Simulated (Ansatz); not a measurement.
**Sc, first-principles data**

Sc:
```
CELL_PARAMETERS angstrom
      3.24166     0.00000     0.00000
     -1.62083     2.80736     0.00000
      0.00000     0.00000    10.36117
ATOMIC_POSITIONS crystal
  Sc 0.00000 0.00000 0.00000
  Sc 0.00000 0.00000 0.50000
  Sc 0.33333 0.66667 0.25000
  Sc 0.66667 0.33333 0.75000
```

Space group P6_3/mmc (No. 194), dhcp (α-La type); conventional cell a = 3.242 Å, b = 3.242 Å, c = 10.361 Å, α = 90.00°, β = 90.00°, γ = 120.00°.

Method: PBEsol (plane waves, PAW; program Ansatz). Geometry: relaxed at this level of theory. Other levels are named where they apply.

### Cell and energy

```yaml
volume_per_atom: 23.57 Å³
density: 3.17 g/cm³
```

### Electronic structure

```yaml
electronic_character: metallic (no gap)
Density of states at the Fermi level: 1.9 states/eV per atom (mean over ±0.08 eV)
```

### Mechanics

```yaml
Bulk modulus (Birch–Murnaghan fit): 54.7 GPa
Pressure derivative B′: 3.1
Elastic constants (relaxed ions, GPa): C11 = 93.1, C12 = 40.3, C13 = 31.4, C33 = 104, C44 = 26.6
mechanical_stability: stable (all eigenvalues of C positive)
hill_bulk_and_shear_moduli: 55.2 and 28.2 GPa
Young's modulus: 72.2 GPa
Poisson's ratio: 0.28
debye_temperature_from_the_elastic_constants: 345 K
```

### Phonons

```yaml
highest_zone_centre_frequency: 215 cm^-1
zone_centre_stability: no imaginary mode at Γ
```

The start of the workflow was typed in or built on a structure type. Its sites differ from those of the usual phase in this space group: another stacking or structure type. The PBEsol relaxation kept the symmetry of its start. No spin polarisation was allowed. As this level gives no gap, shear constants depend on the k-mesh and smearing (Fermi–Dirac, 0.1 eV here). As this level gives no gap, phonon frequencies hold no LO–TO term and depend on the k-mesh and smearing (Fermi–Dirac, 0.1 eV here). Axis ratios of metals converge slowly with the k-mesh, so a and c are less sure than the volume.

Potentials: the later of the program's two PAW sets.
